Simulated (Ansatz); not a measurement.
Relaxed Sn (diamond):

```xyz
2
Lattice="0.0000 3.2834 3.2834 3.2834 0.0000 3.2834 3.2834 3.2834 0.0000" Properties=species:S:1:pos:R:3 pbc="T T T"
Sn     1.6417     1.6417     1.6417
Sn     0.0000     0.0000     0.0000
```

Method: r2SCAN (plane waves to 500 eV, PAW, scalar-relativistic; Ansatz, a first-principles code). k mesh 10×10×10 (Γ-centred), Fermi-Dirac smearing 0.05 eV. With partly filled bands, energies and forces of such displacements shift with the k mesh and the smearing. Sn was relaxed with its symmetry unable to fall.

One atom of the cell was then moved (with its periodic images), all else fixed, and the forces (eV/Å) came out as:

| atom | Fx | Fy | Fz |
|---|---|---|---|
| Sn1 | -1.185 | -1.185 | 0.428 |
| Sn2 | 1.185 | 1.185 | -0.428 |

With two atoms only their relative shift counts; take Sn2 as fixed.

Problem. Which atom was moved, and by which vector (Å)?

Solution. Sn1, by (0.15, 0.15, 0.00), 0.22 Å in all.

(A displaced cell: forces are minus the slopes of the energy, force constants its curvatures, and phonons follow from these.)
